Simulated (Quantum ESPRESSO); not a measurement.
Band energies of SrAlGeH at -1 % biaxial strain

```xyz
4
Lattice="4.1900 0.0000 0.0000 -2.0950 3.6286 0.0000 0.0000 0.0000 4.8609" Properties=species:S:1:pos:R:3 pbc="T T T"
H      0.0000     0.0000     0.4863
Al     0.0000     0.0000     2.2405
Ge     2.0950     1.2095     2.7359
Sr     0.0000     2.4191     0.0261
```

PBEsol (Quantum ESPRESSO, PseudoDojo norm-conserving, 78 Ry, scalar-relativistic); path ΓMKΓALHA,LM,KH; energies in eV from the valence-band maximum.

```csv
k (1/Å),point,band 10,band 11,band 12,band 13,band 14,band 15,band 16,band 17
0.00,Γ,-10.11,-4.64,-1.53,-0.68,-0.68,1.42,3.18,3.18
0.22,,-9.94,-4.73,-1.54,-1.42,-0.84,1.95,2.86,3.31
0.54,,-9.10,-5.53,-2.89,-1.33,-1.08,1.10,2.45,3.21
0.76,,-8.41,-6.35,-3.23,-1.53,-0.83,0.73,2.27,2.89
0.87,M,-8.26,-6.52,-3.27,-1.55,-0.79,0.65,2.29,2.87
1.12,,-8.14,-6.42,-3.42,-2.43,-0.76,1.09,2.47,3.21
1.37,K,-7.96,-6.36,-3.83,-2.68,-0.81,1.01,2.79,3.95
1.48,,-8.05,-6.32,-3.72,-2.67,-0.80,1.06,2.66,3.96
1.70,,-8.67,-5.84,-3.07,-2.46,-0.90,1.60,2.29,3.20
2.03,,-9.70,-4.90,-2.05,-1.38,-1.17,2.26,2.45,3.34
2.37,Γ,-10.11,-4.64,-1.53,-0.68,-0.68,1.42,3.18,3.18
2.58,,-9.97,-5.07,-1.14,-0.58,-0.58,1.57,2.64,2.64
2.90,,-9.51,-6.07,-0.27,-0.27,-0.12,1.76,1.92,1.92
3.01,A,-9.45,-6.17,-0.23,-0.23,0.00,1.71,1.87,1.87
3.23,,-9.35,-6.01,-1.56,-0.68,-0.40,1.79,2.42,2.79
3.44,,-9.04,-5.65,-3.17,-1.33,-1.09,1.61,3.24,3.26
3.77,,-8.43,-5.73,-4.18,-1.89,-1.64,1.42,3.43,4.69
3.88,L,-8.35,-5.82,-4.19,-1.93,-1.67,1.41,3.38,4.75
3.98,,-8.33,-5.84,-4.17,-2.08,-1.63,1.65,3.28,4.74
4.28,,-8.08,-6.07,-4.00,-2.98,-1.35,2.34,3.78,5.05
4.38,H,-8.04,-6.12,-3.97,-3.06,-1.31,2.23,4.05,5.22
4.56,,-8.21,-5.92,-4.02,-2.85,-1.39,2.56,3.63,4.63
4.74,,-8.61,-5.55,-3.94,-2.39,-1.37,2.77,3.40,3.91
5.01,,-9.16,-5.76,-2.64,-1.40,-0.77,2.05,3.04,3.06
5.29,,-9.43,-6.14,-0.59,-0.34,-0.06,1.79,2.01,2.14
5.38,A,-9.45,-6.17,-0.23,-0.23,0.00,1.71,1.87,1.87
5.38,L,-8.35,-5.82,-4.19,-1.93,-1.67,1.41,3.38,4.75
5.70,,-8.31,-6.23,-3.68,-1.75,-1.21,0.72,2.92,3.85
6.02,M,-8.26,-6.52,-3.27,-1.55,-0.79,0.65,2.29,2.87
6.02,K,-7.96,-6.36,-3.83,-2.68,-0.81,1.01,2.79,3.95
6.12,,-7.97,-6.35,-3.80,-2.77,-0.84,1.16,2.89,3.98
6.39,,-8.01,-6.23,-3.54,-3.39,-1.15,2.91,3.08,3.85
6.67,H,-8.04,-6.12,-3.97,-3.06,-1.31,2.23,4.05,5.22
```

The PBEsol gap is 0.57 eV; at least one edge lies off the plotted path, at a point of the SCF mesh. The smallest direct gap is 1.42 eV.

Spin-orbit splittings are left out.

Geometry strained from the cell relaxed with PBEsol, atoms relaxed again.

The structure is a Materials Project entry; no match was found in the copy of COD used, and its stability was not checked.
